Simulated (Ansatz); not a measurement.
Relaxed AlRu (CsCl type):

```xyz
4
Lattice="5.9650 0.0000 0.0000 2.9825 2.9825 0.0000 0.0000 0.0000 2.9825" Properties=species:S:1:pos:R:3 pbc="T T T"
Al     0.0000     0.0000     0.0000
Al     2.9825     0.0000     0.0000
Ru     1.4913     1.4913     1.4913
Ru     4.4738     1.4913     1.4913
```

The atoms are displaced by Q × the pattern below (from a DFPT mode at M = (0.5, 0.5, 0.0), largest move 1; Q in Å), at fixed cell. It is one choice among 2 degenerate patterns. (q is in reciprocal vectors of the primitive cell; the cell shown is doubled to hold the pattern.)

```json
[
 {"atom": "Al1", "x": "-1.000", "y": "0.000", "z": "0.000"},
 {"atom": "Al2", "x": "1.000", "y": "0.000", "z": "0.000"},
 {"atom": "Ru3", "x": "0.000", "y": "-0.855", "z": "0.000"},
 {"atom": "Ru4", "x": "0.000", "y": "0.855", "z": "0.000"}
]
```

These are r2SCAN (plane waves to 500 eV, PAW, scalar-relativistic; Ansatz, a quantum-chemistry and plane-wave program) values and carry that method's errors. k mesh 16×16×16 (Γ-centred), Fermi-Dirac smearing 0.05 eV. With partly filled bands, energies and forces of such displacements shift with the k mesh and the smearing. AlRu is run without spin polarisation. AlRu was relaxed with its symmetry unable to fall. 

```tsv
Q (Å)	−dE/dQ from forces (eV/Å)
-0.180	2.674
-0.150	1.942
-0.120	1.381
-0.090	0.940
-0.060	0.580
-0.030	0.281
0.000	0.000
0.030	-0.281
0.060	-0.580
0.090	-0.940
0.120	-1.381
0.150	-1.942
0.180	-2.674
```

What harmonic wavenumber does the curvature at Q = 0 give?

112 cm⁻¹. E″ = 9.28 eV/Å², M = Σ mᵢ|uᵢ|² = 201.9 u, ν̃ = 521.5·√(|E″|/M).

(For displaced atoms, the force is minus the slope of the energy, and its curvature is a force constant, which sets phonon frequencies.)
